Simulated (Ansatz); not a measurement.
Below is a relaxed structure of Ge3Te2S. The cell was found from a structure generator's guess, not taken from experiment.

Method: DFT PBE, scalar-relativistic, plane waves, PAW in Ansatz 0.2.0. Cutoff 420 eV, Γ-centred mesh, Gaussian smearing, no spin polarisation.

```cif
data_structure
_symmetry_space_group_name_H-M 'P 1'
_symmetry_Int_Tables_number 1
_cell_length_a 5.4095
_cell_length_b 5.4095
_cell_length_c 5.4095
_cell_angle_alpha 77.403
_cell_angle_beta 77.403
_cell_angle_gamma 77.403
_cell_volume 148.33
loop_
_atom_site_label
_atom_site_type_symbol
_atom_site_fract_x
_atom_site_fract_y
_atom_site_fract_z
_atom_site_occupancy
Ge1 Ge 0.00000 0.00000 0.50000 1
Ge2 Ge 0.50000 0.00000 0.00000 1
Ge3 Ge 0.00000 0.50000 0.00000 1
Te1 Te 0.36020 0.36020 0.36020 1
Te2 Te 0.63980 0.63980 0.63980 1
S1 S 0.00000 0.00000 0.00000 1
```

The zero of energy is the elements' standard structures at the same level; no fitted shifts are applied.

Question: What space group does it have?

Answer: R-3m (No. 166). Conventional cell: a = 6.765 Å, c = 11.229 Å. Ge has 2 S at 2.70 Å and 2 Te at 2.92 Å; Te has 3 Ge at 2.92 Å and 1 Te at 3.14 Å; around S lie 6 Ge at 2.70 Å.

Question: What is its formation energy per atom?

Answer: +0.22 eV/atom. A positive value: parting into the elements would lower its energy.

Question: Is it a metal?

Answer: Yes, bands cross the Fermi level on the 6×6×6 mesh.

The last run used a 6×6×6 mesh for its 6-atom cell and Gaussian smearing of 0.10 eV. Spin–orbit coupling, which can matter for Te, is left out. The reference forms of S and Te are held partly by dispersion forces, which this level lacks. A structure relaxed within its symmetry needn't be a true minimum. Another cell of Ge3Te2S relaxed alike, in P-4m2, lies 92 meV/atom lower, so this cell isn't the stable form at this level.
